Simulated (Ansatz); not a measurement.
# Profile along the Pb–Br line in CsPbBr3 (cubic perovskite)

CsPbBr3 (cubic perovskite)

```
CELL_PARAMETERS angstrom
      6.00308     0.00000     0.00000
      0.00000     6.00308     0.00000
      0.00000     0.00000     6.00308
ATOMIC_POSITIONS crystal
  Cs 0.00000 0.00000 0.00000
  Pb 0.50000 0.50000 0.50000
  Br 0.00000 0.50000 0.50000
  Br 0.50000 0.50000 0.00000
  Br 0.50000 0.00000 0.50000
```

Fields along a shortest Pb–Br line of a {100} plane (3.00 Å), from Pb to Br, interpolated on the slice's grid (step about 0.2 Å). Calculation: PBE (plane waves to 420 eV, PAW, scalar-relativistic; Ansatz, a program for electronic structure). k mesh 6×6×6. Inside the PAW spheres the values are not all-electron values, and peaks at nuclei hang on which shells count as valence. CsPbBr3 was relaxed with its symmetry unable to fall. Spin-orbit coupling is left out, though Pb is heavy. This is a high-temperature form of CsPbBr3.

```
distance from Pb (Å)  valence electron density (e/Å³)  electron localisation function  density of the highest valence band (e/Å³)  density of the lowest conduction band (e/Å³)
--------------------  -------------------------------  ------------------------------  ------------------------------------------  --------------------------------------------
0.00                                            10.25                               x                                       0.025                                         0.002
0.15                                             9.41                               x                                       0.031                                         0.027
0.30                                             7.40                               x                                       0.046                                         0.049
0.45                                             5.19                               x                                       0.060                                         0.032
0.60                                             3.30                            0.24                                       0.064                                         0.004
0.75                                             1.90                            0.39                                       0.056                                         0.015
0.90                                             1.01                            0.43                                       0.042                                         0.047
1.05                                             0.55                            0.37                                       0.028                                         0.066
1.20                                             0.33                            0.27                                       0.019                                         0.064
1.35                                             0.24                            0.21                                       0.015                                         0.053
1.50                                             0.22                            0.23                                       0.018                                         0.040
1.65                                             0.26                            0.41                                       0.029                                         0.029
1.80                                             0.36                            0.64                                       0.050                                         0.020
1.95                                             0.54                            0.79                                       0.082                                         0.015
2.10                                             0.80                            0.84                                       0.127                                         0.015
2.25                                             1.06                            0.82                                       0.176                                         0.021
2.40                                             1.14                            0.61                                       0.209                                         0.027
2.55                                             0.89                               x                                       0.196                                         0.027
2.70                                             0.49                               x                                       0.127                                         0.017
2.85                                             0.16                               x                                       0.041                                         0.005
3.00                                             0.06                               x                                       0.000                                         0.000
```

x: too close to a nucleus for the ELF to mean much. Band densities are of whole bands, smooth part only.

Density on the Pb–Br line (3.00 Å) at its midpoint: 0.22 e/Å³. ELF at that point: 0.23. Element round which the density of the lowest conduction band (whole band as if filled, smooth part) is largest on this plane: Pb.
